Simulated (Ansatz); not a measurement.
Y$_{3}$Ge in space group Fm-3m (No. 225; Ge on 4a, Y on 4b, Y on 8c), PBE in the plane-wave PAW code Ansatz, all energies at zero smearing, with the estimated change up to a 700 eV cutoff added, with one set of potentials and settings (totals compare only within such a set). Cell of 4 atoms (1 Ge, 3 Y): -15841.352 eV.

```tsv
element	reference phase	E (eV/atom)
Ge	Fd-3m, 2 atoms in the cell	-4294.9847
Y	P6_3/mmc, 2 atoms in the cell	-3848.6668
```

Formation energy per atom, worked out: (-15841.352 − 1×(-4294.9847) − 3×(-3848.6668))/4 = -0.092 eV/atom (-9 kJ per mol of atoms), at 0 K, without zero-point energy or fitted corrections.

The cell is a constructed one: a structure type filled with these elements; neither database checked (COD, Materials Project) lists it. Whether it is the stable phase at ambient conditions was not checked. Symmetry was held in the PBE relaxation; its stability against distortions is not shown here. No spin polarisation was allowed. The references are the lowest solids computed at this level, not always the standard phases.

Potentials: the later of the program's two PAW sets.
